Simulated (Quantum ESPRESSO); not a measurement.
Ru5WAlTi, input and log of a self-consistent run

Simulated, not a measurement. The program is pw.x of Quantum ESPRESSO 7.5 (plane-wave density functional theory). The cell is made up: eight metal atoms on a hexagonal close-packed lattice, with elements, volume, strain and displacements drawn at random and not relaxed, so it may be unstable or far from any real phase. PseudoDojo standard norm-conserving files set the functional (PBE unless stated); there is no spin polarisation or spin-orbit coupling, the Fermi-Dirac width of 0.25 eV means electrons at about 2900 K, and the masses in the input are unused placeholders. Heavy elements are run without spin-orbit coupling, which real alloys of them have. A spin test at this wide smearing found no moment, but such smearing suppresses magnetism that the real alloy may have.

Input:

```
&control calculation='scf', pseudo_dir='./dojo.nc.sr.pbe.v0_5.standard.upf', outdir='./o', disk_io='minimal', tprnfor=.true., tstress=.true. /
&system ibrav=0, nat=8, ntyp=4, nbnd=72, ecutwfc=84.00895049, nosym=.true., tot_charge=0,
 occupations='smearing', smearing='fd', degauss=0.0183746611
/
&electrons conv_thr=1.470e-08, electron_maxstep=70, mixing_beta=0.5 /
ATOMIC_SPECIES
Al 1.0 Al.upf
Ru 1.0 Ru.upf
Ti 1.0 Ti.upf
W 1.0 W.upf
CELL_PARAMETERS angstrom
2.7011 0.0791 4.6737
2.7503 -0.0378 -4.703
-2.69 4.6814 0.0754
ATOMIC_POSITIONS angstrom
Ru 0.0017 -0.0095 -0.0957
W -1.3351 2.2685 0.0677
Ru 2.7784 1.521 -2.2254
Al 1.4305 3.9436 -2.2361
Ru 2.7736 -0.0869 -0.015
Ru 1.3922 2.4111 0.1041
Ru 2.7016 1.6621 2.2901
Ti 1.3589 3.9318 2.3565
K_POINTS automatic
6 6 5 1 1 1
```

The log is shortened where brackets say so; the opening notice, blank lines, dates and the lines on written files are dropped, and the path of the files is cut. It prints rydbergs, bohrs and kilobars, and counts compression as positive stress. Its total energy is the free energy E - TS of the whole cell.

```
     Program PWSCF v.7.5
     Parallel version (MPI & OpenMP), running on       4 processor cores
     Number of MPI processes:                 4
     Threads/MPI process:                     1
     [start-up lines left out]
     bravais-lattice index     =            0
     lattice parameter (alat)  =      10.2020  a.u.
     unit-cell volume          =     810.7823 (a.u.)^3
     number of atoms/cell      =            8
     number of atomic types    =            4
     number of electrons       =       109.00
     number of Kohn-Sham states=           72
     kinetic-energy cutoff     =      84.0090  Ry
     charge density cutoff     =     336.0358  Ry
     scf convergence threshold =      1.5E-08
     mixing beta               =       0.5000
     number of iterations used =            8  plain     mixing
     Exchange-correlation= PBE
                           (   1   4   3   4   0   0   0)
     [axes and pseudopotential details left out]
   Cartesian axes
     site n.     atom                  positions (alat units)
         1        Ru     tau(   1) = (   0.0003149  -0.0017597  -0.0177266  )
         2        W      tau(   2) = (  -0.2473015   0.4201959   0.0125401  )
         3        Ru     tau(   3) = (   0.5146450   0.2817359  -0.4122124  )
         4        Al     tau(   4) = (   0.2649725   0.7304758  -0.4141944  )
         5        Ru     tau(   5) = (   0.5137559  -0.0160965  -0.0027785  )
         6        Ru     tau(   6) = (   0.2578782   0.4466098   0.0192825  )
         7        Ru     tau(   7) = (   0.5004193   0.3078720   0.4241968  )
         8        Ti     tau(   8) = (   0.2517100   0.7282901   0.4364962  )
     number of k points=    90  Fermi-Dirac smearing, width (Ry)=  0.0184
                       cart. coord. in units 2pi/alat
        k(    1) = (   0.1634597   0.2092763  -0.0017514), wk =   0.0222222
        k(    2) = (   0.1617042   0.4389573  -0.0046240), wk =   0.0222222
     [further k points left out]
     Dense  grid:    84319 G-vectors     FFT dimensions: (  60,  64,  60)
     Estimated max dynamical RAM per process >     423.56 MB
     Estimated total dynamical RAM >       1.59 GB
     Initial potential from superposition of free atoms
     starting charge     108.9916, renormalised to     109.0000
     Starting wfcs are   74 randomized atomic wfcs
     total cpu time spent up to now is        9.3 secs
     per-process dynamical memory:   354.4 Mb
     Self-consistent Calculation
     iteration #  1     ecut=    84.01 Ry     beta= 0.50
     Davidson diagonalization with overlap
     ethr =  1.00E-02,  avg # of iterations =  5.1
     total cpu time spent up to now is       33.3 secs
     total energy              =   -1284.64228990 Ry
     estimated scf accuracy    <       2.52825493 Ry
     iteration #  2     ecut=    84.01 Ry     beta= 0.50
     Davidson diagonalization with overlap
     ethr =  2.32E-03,  avg # of iterations =  3.1
     total cpu time spent up to now is       56.1 secs
     total energy              =   -1284.95664422 Ry
     estimated scf accuracy    <      12.33214369 Ry
     iteration #  3     ecut=    84.01 Ry     beta= 0.50
     Davidson diagonalization with overlap
     ethr =  2.32E-03,  avg # of iterations =  2.0
     total cpu time spent up to now is       77.4 secs
     total energy              =   -1285.90590504 Ry
     estimated scf accuracy    <       1.59832513 Ry
     iteration #  4     ecut=    84.01 Ry     beta= 0.50
     Davidson diagonalization with overlap
     ethr =  1.47E-03,  avg # of iterations =  2.0
     total cpu time spent up to now is       95.9 secs
     total energy              =   -1285.94446518 Ry
     estimated scf accuracy    <       0.31366778 Ry
     iteration #  5     ecut=    84.01 Ry     beta= 0.50
     Davidson diagonalization with overlap
     ethr =  2.88E-04,  avg # of iterations =  3.9
     total cpu time spent up to now is      117.3 secs
     total energy              =   -1285.95150472 Ry
     estimated scf accuracy    <       0.25078026 Ry
     [iterations 6 to 14 left out]
     iteration # 15     ecut=    84.01 Ry     beta= 0.50
     Davidson diagonalization with overlap
     ethr =  1.90E-09,  avg # of iterations =  2.0
     total cpu time spent up to now is      306.5 secs
     total energy              =   -1285.97846787 Ry
     estimated scf accuracy    <       0.00000115 Ry
     iteration # 16     ecut=    84.01 Ry     beta= 0.50
     Davidson diagonalization with overlap
     ethr =  1.06E-09,  avg # of iterations =  1.0
     total cpu time spent up to now is      324.0 secs
     total energy              =   -1285.97846801 Ry
     estimated scf accuracy    <       0.00000058 Ry
     iteration # 17     ecut=    84.01 Ry     beta= 0.50
     Davidson diagonalization with overlap
     ethr =  5.34E-10,  avg # of iterations =  1.0
     total cpu time spent up to now is      341.7 secs
     total energy              =   -1285.97846805 Ry
     estimated scf accuracy    <       0.00000003 Ry
     iteration # 18     ecut=    84.01 Ry     beta= 0.50
     Davidson diagonalization with overlap
     ethr =  2.55E-11,  avg # of iterations =  2.3
     total cpu time spent up to now is      360.7 secs
     total energy              =   -1285.97846805 Ry
     estimated scf accuracy    <       0.00000003 Ry
     iteration # 19     ecut=    84.01 Ry     beta= 0.50
     Davidson diagonalization with overlap
     ethr =  2.34E-11,  avg # of iterations =  1.0
     total cpu time spent up to now is      378.0 secs
     End of self-consistent calculation
     [lines on levels left out]
!    total energy              =   -1285.97846805 Ry
     estimated scf accuracy    <          5.8E-09 Ry
     smearing contrib. (-TS)   =      -0.13395666 Ry
     internal energy E=F+TS    =   -1285.84451139 Ry
     The total energy is F=E-TS. E is the sum of the following terms:
     one-electron contribution =    -340.00239630 Ry
     hartree contribution      =     234.15048244 Ry
     xc contribution           =    -223.34422898 Ry
     ewald contribution        =    -956.64836855 Ry
     convergence has been achieved in  19 iterations
     Forces acting on atoms (cartesian axes, Ry/au):
     atom    1 type  2   force =     0.02573185   -0.00371101    0.01904156
     atom    2 type  4   force =    -0.00376159    0.00173035    0.02514759
     atom    3 type  2   force =    -0.02318626    0.01591406   -0.01741613
     atom    4 type  1   force =    -0.01248038   -0.00615769   -0.01319783
     atom    5 type  2   force =    -0.03719335    0.01943623    0.01424583
     atom    6 type  2   force =    -0.00038459   -0.04803559   -0.01596336
     atom    7 type  2   force =     0.03375333   -0.00479692    0.00505200
     atom    8 type  3   force =     0.01752100    0.02562058   -0.01690965
     Total force =     0.100567     Total SCF correction =     0.000157
     Computing stress (Cartesian axis) and pressure
          total   stress  (Ry/bohr**3)                   (kbar)     P=      -50.92
   0.00027849  -0.00014375   0.00005919           40.97      -21.15        8.71
  -0.00014375  -0.00033988  -0.00013898          -21.15      -50.00      -20.45
   0.00005919  -0.00013898  -0.00097703            8.71      -20.45     -143.73
     init_run     :      8.56s CPU      9.10s WALL (       1 calls)
     electrons    :    356.88s CPU    368.71s WALL (       1 calls)
     forces       :      2.91s CPU      2.91s WALL (       1 calls)
     stress       :     10.25s CPU     10.25s WALL (       1 calls)
     [timing details left out]
     PWSCF        :   6m18.82s CPU   6m31.23s WALL
     JOB DONE.
```

In other units: free energy -17496.628 eV for the cell, pressure -5.09 GPa, largest force component 1.235 eV/Å in size. The run took 393 s of wall time with four MPI processes on a shared machine (AMD EPYC, older, virtual cores), so the time is rough. A rerun of this cell at a higher cutoff and on a denser mesh moved values by no more than 0.006 eV in energy, 0.04 GPa in stress and 0.005 eV/Å in force, and a second program with other atomic files agreed on that cell to 2 % rms in force and 0.5 GPa in pressure.